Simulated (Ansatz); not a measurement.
HfO₂:
```cif
data_Hf4O8
_chemical_formula_sum 'Hf4 O8'
_space_group_name_H-M_alt 'Fm-3m'
_space_group_IT_number 225
_space_group_name_Hall '-F 4 2 3'
_cell_length_a 5.05904
_cell_length_b 5.05904
_cell_length_c 5.05904
_cell_angle_alpha 90.000
_cell_angle_beta 90.000
_cell_angle_gamma 90.000
loop_
_atom_site_label
_atom_site_type_symbol
_atom_site_symmetry_multiplicity
_atom_site_Wyckoff_symbol
_atom_site_fract_x
_atom_site_fract_y
_atom_site_fract_z
_atom_site_occupancy
Hf1 Hf 4 a 0.00000 0.00000 0.00000 1
O1 O 8 c 0.25000 0.25000 0.25000 1
```
(The calculation used a cell of 3 atoms; values per cell refer to that cell.)

Relaxed with r²SCAN.

Q: Which orbitals make up the states near the band edges in r²SCAN in the plane-wave PAW code Ansatz?

A: Top 1 eV of the valence band: O 2p 93 %. Bottom 1 eV of the conduction band: Hf 5d 85 %, O 2p 11 %. Projections are on Löwdin-orthogonalised atomic valence shells; empty p or d shells of many metals are not among them.

Q: Tabulate the density of states.

A: States/eV per cell of 3 atoms, in 0.25 eV bins, energy from the valence-band maximum.

```csv
E (eV),total,O 2p,Hf 5d,O 2s
-7.85,0.00,0.00,0.00,0.00
-7.60,0.00,0.00,0.00,0.00
-7.35,0.00,0.00,0.00,0.00
-7.10,0.00,0.00,0.00,0.00
-6.85,0.00,0.00,0.00,0.00
-6.60,0.05,0.03,0.01,0.00
-6.35,0.24,0.16,0.06,0.00
-6.10,0.38,0.25,0.09,0.00
-5.85,0.52,0.35,0.12,0.00
-5.60,0.71,0.50,0.15,0.01
-5.35,1.58,1.10,0.40,0.01
-5.10,3.12,2.21,0.82,0.01
-4.85,2.90,2.08,0.72,0.01
-4.60,2.28,1.69,0.48,0.01
-4.35,3.46,2.65,0.62,0.03
-4.10,2.02,1.61,0.29,0.03
-3.85,2.09,1.67,0.29,0.03
-3.60,2.40,1.94,0.29,0.04
-3.35,1.66,1.36,0.17,0.03
-3.10,0.92,0.76,0.10,0.02
-2.85,1.24,1.02,0.13,0.04
-2.60,1.63,1.37,0.16,0.03
-2.35,2.03,1.75,0.18,0.02
-2.10,2.11,1.82,0.19,0.03
-1.85,2.24,1.96,0.19,0.02
-1.60,2.49,2.18,0.21,0.02
-1.35,4.49,3.97,0.38,0.02
-1.10,2.34,2.14,0.13,0.01
-0.85,2.89,2.68,0.12,0.02
-0.60,1.28,1.20,0.03,0.01
-0.35,0.69,0.66,0.01,0.00
-0.10,0.25,0.24,0.00,0.00
0.15,0.00,0.00,0.00,0.00
0.40,0.00,0.00,0.00,0.00
0.65,0.00,0.00,0.00,0.00
0.90,0.00,0.00,0.00,0.00
1.15,0.00,0.00,0.00,0.00
1.40,0.00,0.00,0.00,0.00
1.65,0.00,0.00,0.00,0.00
1.90,0.00,0.00,0.00,0.00
2.15,0.00,0.00,0.00,0.00
2.40,0.00,0.00,0.00,0.00
2.65,0.00,0.00,0.00,0.00
2.90,0.00,0.00,0.00,0.00
3.15,0.00,0.00,0.00,0.00
3.40,0.00,0.00,0.00,0.00
3.65,0.00,0.00,0.00,0.00
3.90,0.00,0.00,0.00,0.00
4.15,0.00,0.00,0.00,0.00
4.40,0.17,0.03,0.13,0.00
4.65,0.82,0.11,0.66,0.00
4.90,4.21,0.47,3.56,0.04
5.15,4.10,0.46,3.52,0.02
5.40,2.37,0.19,2.15,0.00
5.65,2.86,0.19,2.62,0.01
5.90,1.46,0.07,1.37,0.00
6.15,0.00,0.00,0.00,0.00
6.40,0.00,0.00,0.00,0.00
6.65,0.02,0.00,0.00,0.01
6.90,0.04,0.00,0.00,0.01
7.15,0.07,0.00,0.00,0.02
7.40,0.92,0.03,0.54,0.18
7.65,4.28,0.23,2.69,0.69
7.90,2.11,0.20,1.22,0.28
8.15,1.71,0.20,1.13,0.19
8.40,1.60,0.24,1.08,0.13
8.65,1.35,0.24,0.90,0.09
8.90,2.28,0.47,1.60,0.06
9.15,2.32,0.52,1.57,0.05
```

This is a known high-temperature phase of the composition, computed here at zero pressure and temperature. The cell was relaxed with r²SCAN under the symmetry of its start. At this level the phase is dynamically unstable (imaginary phonons). No spin polarisation was allowed. Spin–orbit coupling is left out wherever it is not named.

Potentials: the earlier of the program's two PAW sets.
